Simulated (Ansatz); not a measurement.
Consider the following.

Mg2H6Os:
```
Mg2H6Os
1.0
    0.00000     3.32187     3.32187
    3.32187     0.00000     3.32187
    3.32187     3.32187     0.00000
Mg H Os
2 6 1
Direct
  0.75000   0.75000   0.75000
  0.25000   0.25000   0.25000
  0.74661   0.74661   0.25339
  0.25339   0.25339   0.74661
  0.25339   0.74661   0.74661
  0.74661   0.25339   0.25339
  0.74661   0.25339   0.74661
  0.25339   0.74661   0.25339
  0.00000   0.00000   0.00000
```

This is the r²SCAN-relaxed structure.

Task: All from DFT-r²SCAN in the program Ansatz with PAW potentials, unless another level is named. Estimate the electronic dielectric constant ε∞ (DFPT).

Result: 4.68.

Task: Predict the Bader charges.

Result: Mg +1.71, H -0.49, Os -0.49 e.

Task: Give the Born charges (a third of the trace).

Result: Mg +2.15, H -0.11, Os -3.65 e.

Space group Fm-3m. The first step of the workflow began from a Materials Project structure, measured or hypothetical; the Crystallography Open Database copy checked does not list it. Whether it is the stable phase at ambient conditions was not checked. The cell was relaxed with r²SCAN under the symmetry of its start. At this level the phase is dynamically unstable (imaginary phonons). No spin polarisation was allowed. Scalar-relativistic: spin–orbit coupling is off unless named, which matters more the heavier the elements.

Potentials: the later of the program's two PAW sets.
